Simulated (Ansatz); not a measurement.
HfB₂, one cell by several methods

```
Hf B
1.0
     3.14000    0.00000    0.00000
    -1.57000    2.71932    0.00000
     0.00000    0.00000    3.48000
Hf B
1 2
Direct
  0.00000 0.00000 0.00000
  0.33333 0.66667 0.50000
  0.66667 0.33333 0.50000
```

Atom numbers follow the list: Hf1, B2, B3.

The geometry is COD entry 1510711, unchecked; take it as a test cell.

Spin–orbit coupling is left out, though it moves levels of the heavy atoms by tenths of an eV or more.

All numbers are computed: DFT, PBEsol, PAW with Ansatz's default frozen-core files, scalar-relativistic (Ansatz 0.2.0); DFT, PBEsol, all-electron PAW with datasets made for the crystal, scalar-relativistic (Ansatz 0.2.0); DFT, PBEsol, all-electron LAPW, scalar-relativistic (Ansatz 0.2.0).

For PAW: a Γ-centred 13×13×11 k mesh, Fermi–Dirac smearing of 0.05 eV, cutoff 420 eV, no spin polarisation; the PAW files were made with PBE, and the program remakes their frozen cores for this functional. The crystal-made all-electron datasets (AE datasets) take a cutoff of 400 eV at this cell. LAPW targets a basis error of 0.5 meV/atom. The Ansatz runs share mesh, smearing and spin set-up. Plane-wave (PAW) pressures include the program's estimate of the Pulay term.

Stress and pressure are positive in compression.

No spin–orbit coupling: at heavy atoms the gradients can be off by tens of per cent for that reason.

In a metal, gradients converge slowly with the k mesh: the values move by tens of per cent from one mesh to another, at times in sign, so only the comparison on one mesh counts.

Levels count from the Fermi level.

| quantity | PAW | AE datasets | LAPW |
| --- | --- | --- | --- |
| pressure (GPa) | -4.37 | -4.31 | -4.31 |
| stress xx (GPa) | -3.90 | -3.87 | -3.87 |
| stress zz (GPa) | -5.31 | -5.19 | -5.19 |
| highest filled level at K (eV) | -2.666 | -2.667 | -2.667 |
| lowest empty level at K (eV) | 1.647 | 1.646 | 1.647 |
| highest filled level at Γ (eV) | -2.785 | -2.785 | -2.785 |
| lowest empty level at Γ (eV) | 3.889 | 3.890 | 3.890 |
| highest filled level at M (eV) | -2.983 | -2.984 | -2.984 |
| lowest empty level at M (eV) | 2.111 | 2.113 | 2.113 |
| field gradient Vzz at Hf1 (10²¹ V/m²) | 10.81 | 11.34 | – |

PAW's pressure differs from the LAPW value by -0.06 GPa. Datasets made for the crystal and LAPW share parts of one code, so their agreement isn't an independent check.
